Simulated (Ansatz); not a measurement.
**Structures of Ga$_{2}$Si$_{3}$: which is lowest?**

Plane-wave DFT in Ansatz with scalar-relativistic PAW potentials, cutoff 420 eV, Γ-centred meshes chosen by cell and gap, Gaussian smearing with energies taken to zero width. Every cell was relaxed (cell and atoms) in a run of its own, within the symmetry of its start. Functional: PBE.

Relaxed structures (starts from databases or built by putting these elements on another compound's sites):
A. R-3c, 10 atoms in the computed cell, a = 6.389 Å, c = 15.402 Å; sites (symmetry × multiplicity) Ga 3. × 12, Si .2 × 18; start: built
B. R-3m, 5 atoms in the computed cell, a = 3.694 Å, c = 22.755 Å; sites (symmetry × multiplicity) Ga 3m × 6, Si -3m × 3 + 3m × 6; start: built
C. P-3m1, 5 atoms in the computed cell, a = 3.805 Å, c = 7.407 Å; sites (symmetry × multiplicity) Ga 3m. × 2, Si -3m. × 1 + 3m. × 2; start: built

Q: Rank them by energy. Could pressure change the order?

A:
| structure | group | E − E(lowest) (meV/atom) | V (Å³/atom) | gap on mesh (eV) |
| --- | --- | --- | --- | --- |
| C | P-3m1 | 0.0 | 18.57 | 0.00 |
| B | R-3m | 7.9 | 17.93 | 0.00 |
| A | R-3c | 144 | 18.15 | 0.00 |

C is lowest, 8 meV/atom under B. B is denser by 0.64 Å³/atom, so pressure favours it: ΔE/ΔV, with ΔE in eV and 1 eV/Å³ = 160.2 GPa, gives about 2.0 GPa for equal enthalpy if both cells were rigid, a rough figure since the two compress differently. Other structures may lie lower than all of these, and vibrations aren't counted.